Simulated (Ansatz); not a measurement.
## Run on EuGe₂ (P-3m1) — total moment held at 0 μB

All numbers below come from DFT, LDA, all-electron LAPW, scalar-relativistic in Ansatz 0.2.0.

Command: `ansatz run input.yaml --threads 2 --pin off --max-ram 6144MiB --backend cpu --events-out ev --progress --plain --runs-dir out`

```yaml
crystal:
  lattice:
    - [4.3582518841, 0.0, 0.0]
    - [-2.179125942, 3.7743568477, 0.0]
    - [0.0, 0.0, 4.29062733]
  atoms:
    - { symbol: Eu, position: [0.0, 0.0, 0.0] }
    - { symbol: Ge, position: [0.6666666667, 0.3333333333, 0.51573293] }
    - { symbol: Ge, position: [0.3333333333, 0.6666666667, 0.48426707] }
magnetization:
  spin_polarized: true
  initial_magnetization: 0.0
  spin_locking: { lock_magnetization: hard }
kpoints:
  mp_grid: { grid: [8, 8, 7] }
scf:
  occupations: { method: fermi_dirac, width: 0.03 }
hamiltonian:
  xc: lda
  pseudopotentials: { kind: all_electron, lapw: { basis_error: 0.001 } }
output:
  forces: true
  stress: true
  eigenvalues: false
```

Output:

```
settings of this run that can trade accuracy for cost: output.eigenvalues: false. Do not mix this run's numbers with those of runs without the same settings; the input reference describes each key
LAPW: plane waves up to 8.803 Å⁻¹, error target 1.0e-3 eV per atom; small_component_spin mean_spin; Ge in spheres of 1.260 Å, 22 of its electrons in bands, Dirac shells []; Eu in spheres of 1.460 Å, 35 of its electrons in bands, Dirac shells [] (how accurate: hamiltonian.pseudopotentials.lapw.basis_error, Limitations)
Engine: ansatz 0.2.0
Pseudopotentials: kind: all_electron
Pseudopotential: Eu, LAPW, valence charge 35, lapw/all_electron/scalar/gaussian/Eu, Koelling and Harmon's equation, gaussian nucleus
Pseudopotential: Ge, LAPW, valence charge 22, lapw/all_electron/scalar/gaussian/Ge, Koelling and Harmon's equation, gaussian nucleus
Functional definition: SPW92
  exchange = slater_x
  correlation = pw_c
Crystal: 3 atoms, lattice volume = 70.579 Å³
Basis set: ecut = 295.24041801657233 eV, 781 PW (Γ), exchange–correlation at level 2
Bands: 48, of which v1, the nominal top of the filled ones, is band 40 counted from 1 (39 counted from 0)
Symmetry: 12 space group operations
Space group: P-3m1 (ITA 164), of the structure as read, at distance tolerance 4.1e-5 Å
k-points: 55 of 448
Non-local potential: Eu, projectors of the file, none
Non-local potential: Ge, projectors of the file, none
Initial density: superposition of atomic densities (chi_scale 0.1, normalization cell)
Initial wavefunctions: plane waves of lowest kinetic energy (no species holds an atomic orbital)
Functional: x = slater, c = lda
iter 1 solved again at ethr=4.78e-2 eV; its pass at ethr=1.00e-1 eV (dr2=3.78e1 eV) is discarded
SCF iter   1: F=—  HF=-408947.683756 eV  |F-HF|=—  |Δ(HF+E_count)|=         —  Δρ=6.93e-2 (↑6.93e-2 ↓6.93e-2)  dr2=3.78e1  dr2_m=0.00e0  M=0.000 μB ∫|m|=0.000 μB  β_m=0.30  ethr=4.78e-2  ⟨swp⟩=2.0  Hψ=15478  notcnv=0
[...]
  E_smearing   = -0.021470  (= −TS)
  E_closure    = 0.000000  (closes the sum)
  E_atoms      = -408924.156020  (free atoms, spherical and without spin; not in F)
  Σ components = -408941.199396   (vs F -408941.199396, Δ=0.00e0)
  Basis errors (estimates in eV, not in F): energy 3.6e-4 per atom: plane waves 2.7e-4 (1.6e-4 summed), levels above the bands 1.2e-47, relativity 3.1e-9, radial functions 8.2e-5, core shells 2.3e-8; eigenvalues (radial functions only) 7.6e-7; not estimated: angular momenta, meshes, grids; target (lapw.basis_error) 1.0e-3; muffin-tin radii Ge 1.260 Å, Eu 1.460 Å
--- Forces (eV/Å), atoms counted from 1 ---
  atom   1  Eu     0.00000000     0.00000000    -0.00000000
  atom   2  Ge     0.01766217     0.01019726     0.02156794
  atom   3  Ge    -0.01766217    -0.01019726    -0.02156794
  max |Σ_I F_I| component: 0.00e0 eV/Å
--- Stress (GPa, compression-positive) ---
       -5.140485       0.384361      -0.002558
        0.384361      -5.584308      -0.001477
       -0.002558      -0.001477      -7.577125
  P = ⅓ Tr σ = -6.1006 GPa (-61.006 kbar)
--- Band table (eV; the first three rows and the last of 258) ---
  k-point 0 ↑: bands = ["-330.3591", "-242.9345", "-241.9507", "-241.1607", "-149.5545", "-149.5533", "-119.6237", "-119.6197", "-119.1406", "-118.5130", "-118.0593", "-97.2243", "-97.2230", "-97.2170", "-97.2157", "-97.1584", "-97.1574", "-27.7964", "-11.5559", "-11.5557", "-11.4988", "-11.4825", "-11.4807", "-11.4443", "-11.4443", "-11.3813", "-11.3797", "-11.3366", "-7.0179", "-6.5929", "-6.329 …
  k-point 1 ↑: bands = ["-330.3591", "-242.9345", "-241.9507", "-241.1607", "-149.5545", "-149.5533", "-119.6237", "-119.6197", "-119.1406", "-118.5130", "-118.0593", "-97.2243", "-97.2230", "-97.2170", "-97.2157", "-97.1584", "-97.1574", "-27.7957", "-11.5559", "-11.5557", "-11.4984", "-11.4827", "-11.4809", "-11.4441", "-11.4441", "-11.3816", "-11.3800", "-11.3362", "-7.0156", "-6.5904", "-6.363 …
  k-point 2 ↑: bands = ["-330.3591", "-242.9345", "-241.9507", "-241.1607", "-149.5545", "-149.5533", "-119.6237", "-119.6197", "-119.1406", "-118.5130", "-118.0593", "-97.2243", "-97.2230", "-97.2170", "-97.2157", "-97.1584", "-97.1574", "-27.7942", "-11.5559", "-11.5557", "-11.4975", "-11.4830", "-11.4812", "-11.4437", "-11.4436", "-11.3824", "-11.3808", "-11.3353", "-7.0103", "-6.5846", "-6.436 …
  k-point 128 ↓: bands = ["-330.0138", "-242.5615", "-241.6711", "-240.7859", "-149.5638", "-149.5635", "-119.4566", "-119.1866", "-118.6662", "-118.0932", "-117.8757", "-97.2343", "-97.2323", "-97.2291", "-97.2262", "-97.1707", "-97.1703", "-27.6353", "-11.6406", "-11.6364", "-11.5291", "-11.5077", "-11.4719", "-11.4297", "-11.3919", "-11.3887", "-11.3774", "-11.3623", "-7.0646", "-6.5427", "-6.2 …
settings of this run that can trade accuracy for cost: output.eigenvalues: false. Do not mix this run's numbers with those of runs without the same settings; the input reference describes each key
```

Site moments (μB): Eu1 0.36, Ge2 -0.08, Ge3 -0.08. Cell moment 0.00 μB.

Without U a semilocal functional puts the f levels too near the Fermi level, which can change moments and the order of magnetic states; site and cell moments are spin moments. Spin–orbit coupling is left out although heavy atoms are present. In at least one run the program's final test of stability wasn't made or came to no verdict. With open f shells a run can end in a state that isn't the lowest. These are results for the start and cell typed. The real compound can order otherwise, in a larger cell, or not at all, since semilocal functionals at zero temperature often overstate magnetism.

It took 17 min on 2 threads of Arm Neoverse V1, with other jobs on the host, peak memory 3.2 GiB.
